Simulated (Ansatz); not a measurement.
Here is the system:

Si:
```xyz
1
Lattice="2.5233 0.0000 0.0000 0.0000 2.5233 0.0000 0.0000 0.0000 2.5233" Properties=species:S:1:pos:R:3 pbc="T T T"
Si     0.0000     0.0000     0.0000
```

This is the r²SCAN-relaxed structure.

Question: All from the program Ansatz at the r²SCAN level (PAW), unless another level is named. Give the electronic character.

Answer: metallic (no gap).

Question: What about the density of states at the Fermi level?

Answer: 0.39 states/eV per atom (mean over ±0.08 eV).

Space group Pm-3m (simple cubic). The cell is a constructed one: a structure type filled with these elements; neither database checked (COD, Materials Project) lists it. It is not the phase usual at ambient conditions (space group No. 227). The r²SCAN relaxation kept the symmetry of its start; its stability against distortions is not shown here.

Potentials: the later of the program's two PAW sets.
